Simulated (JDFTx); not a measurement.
* **surface**: Si(111)
* **bulk**: Si, Fd-3m, lattice of mp-149 (not re-optimised)
* **slab**: 12 atoms in 6 planes, (2×1), 7.1 Å between the outermost planes
* **in-plane cell**: 7.699 × 3.849 Å, 25.66 Å²
* **cell height**: 26.1 Å
* **sampling**: 3×6×1 k mesh, Fermi smearing 0.003 Ha, no spin polarisation

Both faces carry Cl and Br (1.00 monolayer in all).

Computed with a modified build of JDFTx: PBE, GBRV ultrasoft potentials, plane waves to 20/100 Ha. Each face has two sites a cell, capped by Cl and Cl, Cl and Br, or Br and Br, and relaxed in vacuum within the start's symmetry. The ionisation potential is minus the Kohn-Sham valence edge against vacuum. Liquid: CANDLE, water, 0.5 M NaCl; SHE by the 4.44 V convention. Reconstruction of the substrate beyond this cell is outside the model. The edges are semilocal Kohn-Sham levels of this thin slab, taken over the k mesh, and may belong to surface states. Spin-orbit coupling is left out, which can move the edges for the heavier elements here.

```
caps              ionisation potential (eV)  valence edge in liquid (V vs SHE)
----------------  -------------------------  ---------------------------------
all Cl                                 5.72                               1.19
half Cl, half Br                        [?]                                [?]
all Br                                 5.32                               0.76
```

Task: Predict the half-covered face from the two pure ones.

Result: 
- half Cl, half Br, ionisation potential (eV): 5.52
- half Cl, half Br, valence edge in liquid (V vs SHE): 0.98

The half-covered face lies 0.00 eV from the mean of the two ionisation potentials, and its valence edge in the liquid 0.00 V from the mean.
